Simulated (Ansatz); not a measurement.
BiTe in space group R-3m (No. 166; Bi on 3b, Te on 3a), PBEsol in the plane-wave PAW code Ansatz, all energies at zero smearing, with the estimated change up to a 700 eV cutoff added, with one set of potentials and settings (totals compare only within such a set). Cell of 2 atoms (1 Bi, 1 Te): -19143.700 eV.

```csv
element,reference phase,E (eV/atom)
Bi,"R-3m, 2 atoms in the cell",-12242.0039
Te,"P3_121, 3 atoms in the cell",-6901.5142
```

Formation energy per atom, worked out: (-19143.700 − 1×(-12242.0039) − 1×(-6901.5142))/2 = -0.091 eV/atom (-9 kJ per mol of atoms), at 0 K, without zero-point energy or fitted corrections.

The workflow started from a Materials Project entry (that database holds measured and hypothetical structures alike); the Crystallography Open Database copy checked does not list it. COD files the formula under space group No. 164, 225. Whether it is the stable phase at ambient conditions was not checked. The cell was relaxed with PBEsol under the symmetry of its start; whether a distortion lowers the energy is not shown. The references are the lowest solids computed at this level, not always the standard phases. Spin–orbit coupling is left out wherever it is not named.

Potentials: the later of the program's two PAW sets.
